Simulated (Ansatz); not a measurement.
B:
```xyz
12
Lattice="2.4204 1.3974 4.1311 -2.4204 1.3974 4.1311 0.0000 -2.7948 4.1311" Properties=species:S:1:pos:R:3 pbc="T T T"
B     -1.5583     0.8997     2.7895
B      1.5583    -0.8997     9.6038
B      0.0000    -1.7994     2.7895
B      0.0000     1.7994     9.6038
B      1.5583     0.8997     2.7895
B     -1.5583    -0.8997     9.6038
B     -0.9888     0.5709     4.4325
B      0.9888    -0.5709     7.9609
B      0.0000    -1.1417     4.4325
B      0.0000     1.1417     7.9609
B      0.9888     0.5709     4.4325
B     -0.9888    -0.5709     7.9609
```

Relaxed with LDA.

**Question.** Which orbitals make up the states near the band edges in plane-wave PAW LDA (Ansatz code)?

**Answer.** Top 1 eV of the valence band: B 2p 94 %, B 2s 5 %. Bottom 1 eV of the conduction band: B 2p 81 %, B 2s 16 %. Projections are on Löwdin-orthogonalised atomic valence shells; empty p or d shells of many metals are not among them.

**Question.** Tabulate the density of states.

**Answer.** States/eV per cell of 12 atoms, in 0.25 eV bins, energy from the valence-band maximum.

| E (eV) | total | B 2p | B 2s |
|---|---|---|---|
| -7.86 | 2.40 | 1.86 | 0.51 |
| -7.61 | 2.85 | 2.19 | 0.64 |
| -7.36 | 2.73 | 2.10 | 0.60 |
| -7.11 | 2.39 | 1.86 | 0.51 |
| -6.86 | 3.42 | 2.70 | 0.69 |
| -6.61 | 2.72 | 2.17 | 0.53 |
| -6.36 | 2.77 | 2.22 | 0.53 |
| -6.11 | 2.97 | 2.43 | 0.52 |
| -5.86 | 3.28 | 2.74 | 0.52 |
| -5.61 | 4.02 | 3.50 | 0.50 |
| -5.36 | 3.77 | 3.36 | 0.38 |
| -5.11 | 1.70 | 1.51 | 0.18 |
| -4.86 | 1.22 | 1.09 | 0.12 |
| -4.61 | 1.38 | 1.24 | 0.13 |
| -4.36 | 2.46 | 2.18 | 0.26 |
| -4.11 | 4.32 | 3.83 | 0.46 |
| -3.86 | 5.77 | 5.21 | 0.53 |
| -3.61 | 3.27 | 2.98 | 0.28 |
| -3.36 | 4.82 | 4.39 | 0.41 |
| -3.11 | 4.79 | 4.32 | 0.45 |
| -2.86 | 3.39 | 3.07 | 0.30 |
| -2.61 | 4.96 | 4.43 | 0.50 |
| -2.36 | 4.37 | 3.97 | 0.37 |
| -2.11 | 4.36 | 3.97 | 0.36 |
| -1.86 | 6.70 | 6.18 | 0.48 |
| -1.61 | 2.59 | 2.34 | 0.24 |
| -1.36 | 2.12 | 1.92 | 0.19 |
| -1.11 | 1.78 | 1.63 | 0.14 |
| -0.86 | 1.54 | 1.44 | 0.10 |
| -0.61 | 0.81 | 0.77 | 0.03 |
| -0.36 | 0.16 | 0.15 | 0.00 |
| -0.11 | 0.03 | 0.03 | 0.00 |
| 0.14 | 0.00 | 0.00 | 0.00 |
| 0.39 | 0.00 | 0.00 | 0.00 |
| 0.64 | 0.00 | 0.00 | 0.00 |
| 0.89 | 0.00 | 0.00 | 0.00 |
| 1.14 | 0.00 | 0.00 | 0.00 |
| 1.39 | 0.08 | 0.07 | 0.00 |
| 1.64 | 2.30 | 1.85 | 0.39 |
| 1.89 | 2.92 | 2.36 | 0.47 |
| 2.14 | 1.64 | 1.34 | 0.24 |
| 2.39 | 1.14 | 0.94 | 0.15 |
| 2.64 | 1.07 | 0.85 | 0.19 |
| 2.89 | 2.22 | 1.72 | 0.43 |
| 3.14 | 3.74 | 2.79 | 0.83 |
| 3.39 | 3.67 | 2.78 | 0.77 |
| 3.64 | 2.40 | 1.91 | 0.40 |
| 3.89 | 2.55 | 1.96 | 0.50 |
| 4.14 | 3.19 | 2.41 | 0.64 |
| 4.39 | 2.24 | 1.68 | 0.45 |
| 4.64 | 2.37 | 1.76 | 0.48 |
| 4.89 | 1.94 | 1.44 | 0.42 |
| 5.14 | 3.83 | 2.66 | 0.98 |
| 5.39 | 4.24 | 2.90 | 1.09 |
| 5.64 | 3.22 | 2.31 | 0.69 |
| 5.89 | 3.35 | 2.38 | 0.72 |
| 6.14 | 2.43 | 1.71 | 0.54 |

Space group R-3m (α-B12). The cell was relaxed with LDA under the symmetry of its start.

Potentials: the earlier of the program's two PAW sets. The files were generated under PBE; for other functionals the program regenerates the frozen cores, and for LDA and PBEsol the local potential too.
